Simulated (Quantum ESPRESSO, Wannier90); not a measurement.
## ZnCdSe2 (P3m1), plane waves to Wannier functions

```
CELL_PARAMETERS angstrom
      4.22497     0.00000     0.00000
     -2.11248     3.65893     0.00000
      0.00000     0.00000     6.92533
ATOMIC_POSITIONS crystal
  Zn 0.00000 0.00000 0.00013
  Cd 0.66667 0.33333 0.49714
  Se 0.66667 0.33333 0.10854
  Se 0.00000 0.00000 0.64220
```

Cell from Materials Project (mp-1215451), symmetrised, no further relaxation. Not found in the COD (Crystallography Open Database) copy used; not checked further. Method: PBEsol plane waves in Quantum ESPRESSO 7.5 (PseudoDojo norm-conserving files, 82 Ry, no spin polarisation, no spin-orbit coupling), Bloch states on a 6×6×4 mesh through Γ, Wannier90 4.0.1. Density: 12×12×6 mesh, Gaussian smearing 0.01 Ry. Spin-orbit coupling, left out, would split the p-like bands by a few tenths of an eV.

Base run: 16 functions from bands 19-20,31-58 of the 58 computed, start hydrogen-like Zn: s;p; Cd: s;p; Se: s;p, centres 0.05 Å off the atoms, frozen window up to 2.05 eV relative to the valence-band maximum, outer window open. Bands 21–25 (Cd 4d 95 %), 26–30 (Zn 3d 96 %) lie between the kept ones and are excluded. One thing is changed at a time; window edges are relative to the valence-band maximum. The misfit compares interpolated bands with pw.x on a high-symmetry path, for states up to 1.5 eV relative to the valence-band maximum. Converged means that the tolerances were met: symmetric starts can stop on a saddle, which shows as a larger Ω_OD at equal Ω_I and can move the misfit too.

| setting | functions | frozen to (eV) | Ω_I (Å²) | Ω_D (Å²) | Ω_OD (Å²) | rms misfit (meV) | worst (meV) | ended |
|---|---|---|---|---|---|---|---|---|
| base | 16 | 2.05 | 24.60 | 0.01 | 3.61 | 1.6 | 7.7 | converged |
| frozen window to -0.95 eV | 16 | -0.95 | 24.49 | 0.01 | 3.54 | 16 | 119 | converged |
| frozen window to 6.05 eV | 16 | 6.05 | 32.04 | 0.11 | 4.11 | 3.7 | 20 | converged |
| frozen window to 0.05 eV | 16 | 0.05 | 24.57 | 0.01 | 3.59 | 7.4 | 94 | converged |
| no frozen window | 16 | none | 23.84 | 0.01 | 3.43 | 122 | 371 | converged |
| outer window to 14.88 eV | 16 | 2.05 | 28.47 | 0.05 | 3.73 | 2.0 | 9.8 | converged |
| outer window to 10.18 eV | 16 | 2.05 | 39.84 | 0.31 | 8.56 | 8.8 | 70 | converged |
